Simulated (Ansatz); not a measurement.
Values for one crystal, relaxed and computed with DFT-r²SCAN in the program Ansatz with PAW potentials; other levels are named.

- Volume per atom = 31.43 Å³
- Electronic character = metallic (no gap)
- Density of states at the Fermi level = 0.60 states/eV per atom (mean over ±0.08 eV)
- Formation energy from the elements (no fitted shifts) = -0.60 eV/atom

Task: Which of these materials gives this?
A. LaTl3, Cu3Au type
B. MnPt3, Cu3Au type
C. LaBi3, Cu3Au type
D. Ce3Al, Cu3Au type

Result: C, LaBi3, Cu3Au type

Space group Pm-3m (Cu3Au type). The first step of the workflow began from a Materials Project structure, measured or hypothetical; the Crystallography Open Database copy checked does not list it. With La and Bi taken as one species the cell has the higher symmetry Fm-3m, so it may be an ordered model of a mixed-site phase. Whether it is the stable phase at ambient conditions was not checked. Symmetry was held in the r²SCAN relaxation; whether a distortion lowers the energy is not shown. The references are the lowest solids computed at this level, not always the standard phases. Scalar-relativistic: spin–orbit coupling is off unless named, which matters more the heavier the elements.

Potentials: the later of the program's two PAW sets.
